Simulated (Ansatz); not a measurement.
Given:

GaRu₃C:
```yaml
crystal:
  lattice:
    - [3.97778, 0.00000, 0.00000]
    - [0.00000, 3.97778, 0.00000]
    - [0.00000, 0.00000, 3.97778]
  atoms:
    - { symbol: Ga, position: [0.00000, 0.00000, 0.00000] }
    - { symbol: Ru, position: [0.00000, 0.50000, 0.50000] }
    - { symbol: Ru, position: [0.50000, 0.00000, 0.50000] }
    - { symbol: Ru, position: [0.50000, 0.50000, 0.00000] }
    - { symbol: C, position: [0.50000, 0.50000, 0.50000] }
```

This is the PBEsol-relaxed structure.

Task: All from the program Ansatz at the PBEsol level (PAW), unless another level is named. Give the Debye temperature from the elastic constants.

Result: 522 K.

Task: Predict the highest zone-centre frequency.

Result: 565 cm⁻¹.

Task: Predict the elastic constants (relaxed ions, GPa).

Result: C11 = 547, C12 = 140, C44 = 103.

Space group Pm-3m (anti-perovskite). The start of the workflow was typed in or built on a structure type; neither database checked (COD, Materials Project) lists it. Its standing as an ambient phase is unchecked. Symmetry was held in the PBEsol relaxation; phonons show weakly imaginary modes. The run is not spin-polarised. As this level gives no gap, shear constants depend on the k-mesh and smearing (Fermi–Dirac, 0.1 eV here). As this level gives no gap, phonon frequencies hold no LO–TO term and depend on the k-mesh and smearing (Fermi–Dirac, 0.1 eV here).

Potentials: the earlier of the program's two PAW sets. The files were generated under PBE; for other functionals the program regenerates the frozen cores, and for LDA and PBEsol the local potential too.
